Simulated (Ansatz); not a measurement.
Sc$_{2}$C in space group P4/nmm (No. 129; Sc on 2a, Sc on 2c, C on 2c), LDA (plane waves, PAW; program Ansatz), all energies at zero smearing, with the estimated change up to a 700 eV cutoff added, with one set of potentials and settings (totals compare only within such a set). Cell of 6 atoms (4 Sc, 2 C): -8842.585 eV.

```tsv
element	reference phase	E (eV/atom)
Sc	P6_3/mmc, 2 atoms in the cell	-2089.0148
C	Fd-3m, 2 atoms in the cell	-242.9979
```

Formation energy per atom, worked out: (-8842.585 − 4×(-2089.0148) − 2×(-242.9979))/6 = -0.088 eV/atom (-9 kJ per mol of atoms), at 0 K, without zero-point energy or fitted corrections.

A made-up cell: these elements were put on the sites of a structure type; neither database checked (COD, Materials Project) lists it. Whether it is the stable phase at ambient conditions was not checked. The cell was relaxed with LDA under the symmetry of its start. At this level the phase is dynamically unstable (imaginary phonons). The run is not spin-polarised. The references are the lowest solids computed at this level, not always the standard phases.

Potentials: the earlier of the program's two PAW sets. The files were generated under PBE; for other functionals the program regenerates the frozen cores, and for LDA and PBEsol the local potential too.
